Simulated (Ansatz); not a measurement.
Sr (fcc (Cu type), Fm-3m) under volume change, PBE in the plane-wave PAW code Ansatz, scaled uniformly.

```tsv
V (Å³/atom)	E − E(relaxed) (meV/atom)	P (GPa)
49.806	18.5	1.30
51.448	7.8	0.80
53.090	1.9	0.37
54.732	0.0	0.00
56.374	1.7	-0.32
58.016	6.5	-0.61
59.658	14.0	-0.86
```

### Question
What does a third-order Birch–Murnaghan fit give for V₀, B₀ and B′?

### Answer
V₀ = 54.73 Å³/atom, B₀ = 11.6 GPa, B′ = 3.6.

The PBE relaxation kept the symmetry of its start.

Potentials: the earlier of the program's two PAW sets.
